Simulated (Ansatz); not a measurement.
Run on EuZn (Pm-3m) — total moment held at 0 μB

Theory: DFT, LDA, PAW with Ansatz's default frozen-core files, scalar-relativistic in Ansatz 0.2.0.

Command: `ansatz run input.yaml --threads 1 --pin off --max-ram 3072MiB --backend cpu --events-out ev --progress --plain --runs-dir out`

```yaml
crystal:
  lattice:
    - [3.808, 0.0, 0.0]
    - [0.0, 3.808, 0.0]
    - [0.0, 0.0, 3.808]
  atoms:
    - { symbol: Eu, position: [0.0, 0.0, 0.0] }
    - { symbol: Zn, position: [0.5, 0.5, 0.5] }
magnetization:
  spin_polarized: true
  initial_magnetization: 0.0
  spin_locking: { lock_magnetization: hard }
kpoints:
  mp_grid: { grid: [9, 9, 9] }
scf:
  occupations: { method: fermi_dirac, width: 0.08 }
hamiltonian:
  xc: lda
  pseudopotentials: { kind: paw }
output:
  forces: true
  stress: true
  eigenvalues: true
```

The program prints:

```
Warning: output.stress: scf.convergence.dr2_threshold = 1e-7 eV (the SCF's general default) is looser than the 2e-10 eV advised for a printed stress (1e-10 eV for each atom of the cell: 2). What an SCF threshold leaves in a stress goes as its square root, and in the free energy as the threshold itself, and one threshold admits the most on a small cell: of the crystals measured, under no hybrid fun …
band count auto-derived: 22, from the close of a first SCF at 19 (N_el = 29.0; filled up to band 15; 19 by the electrons, moments and atoms)
Engine: ansatz 0.2.0
Pseudopotentials: kind: paw
Pseudopotential: Eu, paw, valence charge 17, recommended cutoff 420 eV (normal), Eu.paw.azcp
Pseudopotential: Zn, paw, valence charge 12, recommended cutoff 420 eV (normal), Zn.paw.azcp
Functional definition: SPW92
  exchange = slater_x
  correlation = pw_c
Crystal: 2 atoms, lattice volume = 55.219 Å³
Basis set: ecut = 420 eV, 1045 PW (Γ)
Bands: 19, of which v1, the nominal top of the filled ones, is band 15 counted from 1 (14 counted from 0)
Symmetry: 48 space group operations
Space group: Pm-3m (ITA 221), of the structure as read, at distance tolerance 3.8e-5 Å
k-points: 35 of 729
Non-local potential: Eu, projectors of the file, l = 0: 3, l = 1: 2, l = 2: 2, l = 3: 3
Non-local potential: Zn, projectors of the file, l = 0: 2, l = 1: 2, l = 2: 3, l = 3: 1
PAW form: soft (Blöchl's): semilocal exchange-correlation on the pseudo side does not see the compensation charge
PAW frozen core: Eu, regenerated for the run's functional, and the local potential with it (the file was generated under x = pbe(κ = 0.804, μ = 0.2195149727645171), c = pbe(β = 0.06672455060314922))
PAW frozen core: Zn, regenerated for the run's functional, and the local potential with it (the file was generated under x = pbe(κ = 0.804, μ = 0.2195149727645171), c = pbe(β = 0.06672455060314922))
PAW one-centre angular grid: Eu, 590 points (default); XC on 64 Gauss nodes
PAW one-centre angular grid: Zn, 590 points (default); XC on 64 Gauss nodes
Initial density: superposition of atomic densities (chi_scale 0.1, normalization cell)
Initial wavefunctions: pseudopotential atomic-orbital guess
Functional: x = slater, c = lda
SCF iter   1: F=—  HF=-11806.842450 eV  |F-HF|=—  |Δ(HF+E_count)|=         —  Δρ=1.02e-1 (↑1.02e-1 ↓1.02e-1)  dr2=2.22e1  dr2_m=0.00e0  M=0.000 μB ∫|m|=0.000 μB  β_m=0.30  ethr=3.10e-3  ⟨swp⟩=5.6  Hψ=2815  notcnv=0
preconditioner: auto → Kerker (q_TF=auto, 2.451 Å⁻¹)  [metal: Δε(μ)=0.001 eV  Ē_g=6.258 eV  σ=0.080 eV  W_gap=0.00  n_scr=18 (ndim 8)  ℏωp=26.0 eV  f_vac=0.000  D(μ)=37.95/eV (n_scr^D=1308)]
spin=Collinear: Kerker preconditioning applied to the charge; magnetization (m = ρ↑ − ρ↓) channel mixes plain (no charge-response kernel on spin).
[...]
SCF 1, on 19 bands, converged in 14 iterations: F = -11805.830105 eV; the run's SCF on all bands comes behind
  greatest PAW one-centre occupation: 0.992 electrons in one spin orbital (limit 2), on the Eu atom at site 0 (counted from 0), in its partial waves of l = 0
The result of the SCF on 19 bands, without a stress, told ahead of the SCF on all bands, whose result is the run's:
SCF converged after 14 iterations
Stability checked in part: among states of this total moment the steps that led to this state did not find it unstable. No probe was made; neither looks for a lower state of another moment (fixed_total_moment; see scf.lower_state_search)
Magnetization: 0.0000 μB (14.5000 up, 14.5000 down)
Absolute magnetization: 0.0000 μB (∫|ρ↑−ρ↓|)
Spin contamination: not available (both channels occupy the highest level that they solve, and more of it may lie above: more bands (scf.n_extra_bands) resolve it)
Per-site moments (μB) at R_I (Å): [(0.0, 1.3603527042645962), (0.0, 1.3603527042645962)]
Free energy (F): -11805.830105 eV
Harris-Foulkes:  -11805.830105 eV  (|F-HF|=3.41e-8)
Internal energy: -11805.167464 eV  (E = F + TS)
E sigma→0 (E₀):  -11805.498785 eV
Entropy (-TS):   -0.662642 eV (-331.321 meV/atom)
Fermi energy:    9.432910 (↑ 9.432910, ↓ 9.432910) eV
--- Per-component energies (eV) ---
  E_band       = -6.150109
  E_kinetic    = 489.232058
  E_local      = -3667.305200  (includes V_loc(G=0)·N_el)
  E_nonlocal   = 1074.716181
  E_hartree    = 1477.348104
  E_xc         = -313.471012
  E_vxc        = -258.645989  (∫ρ·V_xc dr)
  E_paw        = -7926.927107  (= ΣΔE_a)
  E_vpaw       = -598.850342  (= ΣTr[D̂ρ^β])
  E_aug_tail   = -0.000324  (compensation charges beyond the density's cutoff)
  E_ewald      = -2941.452194
  E_core_change = 2.692030  (= ΣΔE_core)
  E_smearing   = -0.662642  (= −TS)
  E_closure    = -0.000000  (closes the sum)
  Σ components = -11805.830105   (vs F -11805.830105, Δ=0.00e0)
--- Forces (eV/Å), atoms counted from 1 ---
  atom   1  Eu     0.00000000    -0.00000000     0.00000000
  atom   2  Zn     0.00000000    -0.00000000     0.00000000
  max |Σ_I F_I| component: 2.43e-29 eV/Å
--- Band table (eV; the first three rows and the last of 70) ---
  k-point 0 ↑: bands = ["-31.5002", "-10.2458", "-10.2458", "-10.2458", "2.4970", "2.4970", "2.6062", "2.6062", "2.6062", "3.2273", "9.4090", "9.4090", "9.4090", "9.4160", "9.4160", "9.4160", "9.4968", "9.8905", "9.8905"]
  k-point 1 ↑: bands = ["-31.4983", "-10.2862", "-10.2424", "-10.2424", "2.5006", "2.5117", "2.6041", "2.6041", "2.6073", "3.3921", "9.3831", "9.4041", "9.4154", "9.4154", "9.4222", "9.4222", "9.4951", "9.8355", "9.9473"]
  k-point 2 ↑: bands = ["-31.4936", "-10.3868", "-10.2337", "-10.2337", "2.5098", "2.5478", "2.5988", "2.5988", "2.6101", "3.8671", "9.1575", "9.3817", "9.4250", "9.4250", "9.4484", "9.4484", "9.4910", "9.5011", "10.0906"]
  k-point 34 ↓: bands = ["-31.4549", "-10.4802", "-10.4789", "-10.4789", "2.5507", "2.5580", "2.5580", "2.6926", "2.6926", "7.2560", "8.2256", "8.2256", "8.8124", "9.4235", "9.4240", "9.4240", "9.4987", "9.5103", "9.5103"]
Bands: 22, of which v1, the nominal top of the filled ones, is band 15 counted from 1 (14 counted from 0)
Initial density: handed on by an earlier stage of this run
[...]
eigensolver tolerance schedule: the retry pair's looser diagonalisation over-reported the residual by 8693.77 of it (diagonalisation noise at an unbounded share of the residual, at the tolerance the schedule requests for it); recorded, not acted on — ethr = c·dr2/N_el stays at c = 1.0e-1
[...]
k-points: 75 of 729
Initial density: read from a saved state, or passed on in memory by an earlier SCF of this step, an earlier step, the calling program or the single point that the run made first
Initial wavefunctions: those read from a saved state, or passed on in memory by an earlier step or the calling program
[...]
SCF 4 converged in 7 iterations: F = -11806.687935 eV  dr2 = 4.15e-9
[...]
SCF 5 converged in 2 iterations: F = -11806.687935 eV  dr2 = 2.10e-8
Symmetry: 8 space group operations
k-points: 125 of 729
[...]
SCF 6 converged in 6 iterations: F = -11806.712713 eV  dr2 = 2.19e-9
[...]
SCF 7 converged in 2 iterations: F = -11806.712713 eV  dr2 = 3.04e-9
Symmetry: 4 space group operations
k-points: 205 of 729
[...]
SCF 8 converged in 7 iterations: F = -11806.746284 eV  dr2 = 1.66e-10
[...]
SCF 9 converged in 2 iterations: F = -11806.746284 eV  dr2 = 1.55e-11
Symmetry: 2 space group operations
k-points: 365 of 729
[...]
SCF 10 converged in 7 iterations: F = -11806.749381 eV  dr2 = 6.48e-10
[...]
SCF 11 converged in 2 iterations: F = -11806.749381 eV  dr2 = 1.89e-9
[...]
an SCF along what the orbitals of the run's state read of its open shells (or to have them read: on a GPU, or by another smearing), with 46 of the crystal's symmetry operations given up (365 k-points in place of 35), reached no lower state that the run goes on to. This is no proof of a minimum
Symmetry: 24 space group operations
k-points: 45 of 729
[...]
SCF iter   2: F=—  HF=-11806.517431 eV  |F-HF|=—  |Δ(HF+E_count)|=   5.57e-2  Δρ=2.68e-3 (↑2.68e-3 ↓2.11e-3)  dr2=9.54e-3  dr2_m=1.83e-4  M=0.000 μB ∫|m|=1.203 μB  ethr=3.45e-6  ⟨swp⟩=1.6  Hψ=11692  notcnv=0
SCF iter   3: F=—  HF=-11806.525915 eV  |F-HF|=—  |Δ(HF+E_count)|=   8.48e-3  Δρ=1.41e-3 (↑1.41e-3 ↓1.09e-3)  dr2=3.36e-3  dr2_m=1.60e-5  M=0.000 μB ∫|m|=1.217 μB  ethr=3.45e-6  ⟨swp⟩=1.0  Hψ=6025  notcnv=0
SCF iter   4: F=—  HF=-11806.525840 eV  |F-HF|=—  |Δ(HF+E_count)|=   7.45e-5  Δρ=4.85e-4 (↑4.85e-4 ↓4.27e-4)  dr2=4.26e-4  dr2_m=5.66e-7  M=0.000 μB ∫|m|=1.213 μB  ethr=3.45e-6  ⟨swp⟩=1.1  Hψ=4329  notcnv=0
an SCF from an earlier converged SCF that another search, or another magnetic order, replaced, along what its orbitals showed of its open shells (or to have them read), with 24 of the crystal's symmetry operations given up (45 k-points in place of 35), reached no lower state that the run goes on to. This is no proof of a minimum
SCF converged after 2 iterations
Stability not told: the SCF's own minimisation came to no verdict on its close; the lowest value that the minimisation read is 1.1e-2 (residual 1.1e-2): no lower mode is shown, and none is ruled out
Magnetization: 0.0000 μB (14.5000 up, 14.5000 down)
Absolute magnetization: 3.1051 μB (∫|ρ↑−ρ↓|, with the PAW one-centre terms)
Spin contamination: 3.0970 ħ² per cell (⟨S²⟩ above its minimum at these occupations)
Per-site moments (μB) at R_I (Å): [(0.36877824187036956, 1.3603527042645962), (-0.13278202893332886, 1.3603527042645962)]
Free energy (F): -11806.749381 eV
Harris-Foulkes:  -11806.749381 eV  (|F-HF|=1.93e-9)
Internal energy: -11806.631147 eV  (E = F + TS)
E sigma→0 (E₀):  -11806.690264 eV
Entropy (-TS):   -0.118234 eV (-59.117 meV/atom)
Fermi energy:    9.464818 (↑ 9.219124, ↓ 9.710512) eV
--- Per-component energies (eV) ---
  E_band       = -7.751363
  E_kinetic    = 488.535855
  E_local      = -3667.772750  (includes V_loc(G=0)·N_el)
  E_nonlocal   = 1075.420949
  E_hartree    = 1477.689756
  E_xc         = -313.394416
  E_vxc        = -258.561274  (∫ρ·V_xc dr)
  E_paw        = -7928.350052  (= ΣΔE_a)
  E_vpaw       = -600.755236  (= ΣTr[D̂ρ^β])
  E_aug_tail   = -0.000324  (compensation charges beyond the density's cutoff)
  E_ewald      = -2941.452194
  E_core_change = 2.692030  (= ΣΔE_core)
  E_smearing   = -0.118234  (= −TS)
  E_closure    = -0.000000  (closes the sum)
  Σ components = -11806.749381   (vs F -11806.749381, Δ=0.00e0)
--- Forces (eV/Å), atoms counted from 1 ---
  atom   1  Eu     0.00000000     0.00000000     0.00000000
  atom   2  Zn     0.00000000     0.00000000     0.00000000
  max |Σ_I F_I| component: 0.00e0 eV/Å
--- Stress (GPa, compression-positive) ---
       -7.774715       0.033676      -0.030626
        0.033568      -7.683570       0.033568
       -0.030626       0.033676      -7.774715
  P = ⅓ Tr σ = -7.7443 GPa (-77.443 kbar)
--- Band table (eV; the first three rows and the last of 730) ---
  [... 4 further k-point lines left out ...]
```

Site moments (μB): Eu1 0.37, Zn2 -0.13. Cell moment 0.00 μB.

The PAW files were made with PBE; the program remakes their cores once for the run's functional and then keeps them frozen. Without U a semilocal functional puts the f levels too near the Fermi level, which can change moments and the order of magnetic states; site and cell moments are spin moments. Spin–orbit coupling is left out although heavy atoms are present. In at least one run the program's final test of stability wasn't made or came to no verdict. With open f shells a run can end in a state that isn't the lowest. The magnetic state is the one that this cell and start allow. It needn't be the compound's measured order, which may need a larger cell or be absent.

It took 25 min on 1 thread of Intel(R) Xeon(R) Platinum 8259CL CPU @ 2.50GHz (Skylake/Cascade Lake), on a shared host, peak memory 2.3 GiB.
